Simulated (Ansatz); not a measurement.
Property card for TiC3

Level of theory: Ansatz 0.2.0, DFT PBE, scalar-relativistic, plane waves, PAW.

Cutoff 420 eV; k points 12×12×12 on the computed 4-atom cell (Γ-centred); Gaussian smearing, width 0.10 eV; no spin polarisation.

The structure is relaxed at this level of theory with its symmetry kept, and needn't be the ground state of this composition.

```
Ti C
1.0
     4.04929    0.00000    0.00000
     0.00000    4.04929    0.00000
     0.00000    0.00000    4.04929
Ti C
1 3
Direct
  0.00000 0.00000 0.00000
  0.50000 0.00000 0.00000
  0.00000 0.50000 0.00000
  0.00000 0.00000 0.50000
```

* Space group: Pm-3m (No. 221)
* Volume per atom: 112.0 bohr³
* Formation energy from the elements' standard states (uncorrected): +2.678 eV/atom
* Kohn–Sham band gap: none (metal)
* Density of states at the Fermi level: 1.4 states/eV per cell
* Orbital (Löwdin) character within 0.5 eV of the Fermi level: C 2p 75 %, Ti 3d 20 %
* Bader charge by site (e): Ti (1 in the cell) 1.62, C (3 in the cell) -0.54

Another cell of TiC3 relaxed alike, in P-6m2, lies 1.43 eV/atom lower, so this cell isn't the stable form at this level.

The cell was found from a structure generator's guess, not taken from experiment. Löwdin shares on free-atom orbitals overweight diffuse shells.
